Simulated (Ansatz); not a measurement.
Mg4Te3S in space group Pmm2 (No. 25; Pearson symbol oP8) at seven volumes, plane-wave PAW r²SCAN (Ansatz code), shape and atoms relaxed at each. One row is withheld.

```json
[
 {"V (Å³/atom)": "27.856", "P (GPa)": "4.69"},
 {"V (Å³/atom)": "28.774", "P (GPa)": "2.89"},
 {"V (Å³/atom)": "29.692", "P (GPa)": "?"},
 {"V (Å³/atom)": "30.610", "P (GPa)": "0.00"},
 {"V (Å³/atom)": "31.529", "P (GPa)": "-1.15"},
 {"V (Å³/atom)": "32.447", "P (GPa)": "-2.14"},
 {"V (Å³/atom)": "33.365", "P (GPa)": "-2.99"}
]
```

Fit the shown pressures and predict the withheld one.

Third-order Birch–Murnaghan: P = (3/2)B₀(x^(7/2) − x^(5/2))[1 + (3/4)(B′ − 4)(x − 1)] with x = (V₀/V)^(2/3). Least squares on the six rows gives V₀ = 30.611 Å³/atom, B₀ = 41.23 GPa, B′ = 3.99. At V = 29.692, x = 1.0205 and P = 1.34 GPa. The run itself gave 1.34 GPa.

The workflow started from a Materials Project entry (that database holds measured and hypothetical structures alike); the Crystallography Open Database copy checked does not list it. Its standing as an ambient phase is unchecked. The cell was relaxed with r²SCAN under the symmetry of its start; whether a distortion lowers the energy is not shown. Scalar-relativistic: spin–orbit coupling is off unless named, which matters more the heavier the elements.

Potentials: the later of the program's two PAW sets.
